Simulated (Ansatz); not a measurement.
According to PBEsol (plane waves, PAW; program Ansatz), TaW in the rock salt structure (Fm-3m) relaxes to a = 5.313 Å. Ta has 6 nearest neighbours from 2.66 Å (octahedral); W has 6 nearest neighbours from 2.66 Å (octahedral). Against the elements it lies at 1.23 eV/atom, with no fitted shifts.

Electronic character: metallic (no gap). Gap from PBEsol with spin–orbit coupling: none (metallic).

An equation-of-state fit gives a bulk modulus of 1930 kbar. The relaxed-ion elastic constants in GPa are C11 = 513, C12 = 32.4, C44 = -91.0. The highest mode at Γ lies at 226 cm⁻¹.

The start of the workflow was typed in or built on a structure type; neither database checked (COD, Materials Project) lists it. Whether it is the stable phase at ambient conditions was not checked. The PBEsol relaxation kept the symmetry of its start. At this level the phase is mechanically unstable. No spin polarisation was allowed. Its formation energy is positive at this level, so the cell may be metastable or incomplete. As this level gives no gap, shear constants depend on the k-mesh and smearing (Fermi–Dirac, 0.1 eV here). As this level gives no gap, phonon frequencies hold no LO–TO term and depend on the k-mesh and smearing (Fermi–Dirac, 0.1 eV here). The references are the lowest solids computed at this level, not always the standard phases. Spin–orbit coupling is left out wherever it is not named.

Potentials: the earlier of the program's two PAW sets. The files were generated under PBE; for other functionals the program regenerates the frozen cores, and for LDA and PBEsol the local potential too.
